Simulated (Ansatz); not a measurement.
Ti₂O:
```
Ti2O
1.0
    2.95220     0.00000     0.00000
   -1.47610     2.55668     0.00000
    0.00000     0.00000     4.81122
Ti O
2 1
Cartesian
  1.47610   0.85223   1.29330
  0.00000   1.70445   3.51792
  0.00000   0.00000   0.00000
```

Relaxed with r²SCAN. Special points in fractions of this cell's reciprocal vectors: Γ (0.000, 0.000, 0.000); M (0.500, 0.000, 0.000); K (0.333, 0.333, 0.000); A (0.000, 0.000, 0.500); L (0.500, 0.000, 0.500); H (0.333, 0.333, 0.500).

Problem. List the band energies nearest the Fermi level at these points for the program Ansatz at the r²SCAN level (PAW).

Solution. In eV from the Fermi level; about four levels below and three above (degenerate sets whole), none deeper than 8.9 eV; points with the same levels are listed once.

| k | below | above |
|---|---|---|
| Γ | -6.41 -6.41 -4.15 -0.36 | 0.20 0.57 0.57 |
| M | -6.87 -2.72 -1.55 -0.74 | 1.14 1.82 2.90 |
| K | -7.24 -1.94 -1.40 -1.40 | 1.59 1.59 2.24 |
| A | -6.48 -6.48 -2.22 -1.91 | 0.18 0.18 1.18 |
| L | -1.77 -1.51 -0.61 -0.53 | 1.04 2.84 3.01 3.02 |
| H | -7.32 -1.53 -1.00 -1.00 | 1.25 1.25 1.50 |

Space group P-3m1 (anti-CdI2 type). The workflow started from an entry of the Crystallography Open Database (COD). Whether it is the stable phase at ambient conditions was not checked. The cell was relaxed with r²SCAN under the symmetry of its start; whether a distortion lowers the energy is not shown. The run is not spin-polarised. Without spin polarisation and U, an open-shell compound can come out a false metal.

Potentials: the later of the program's two PAW sets.
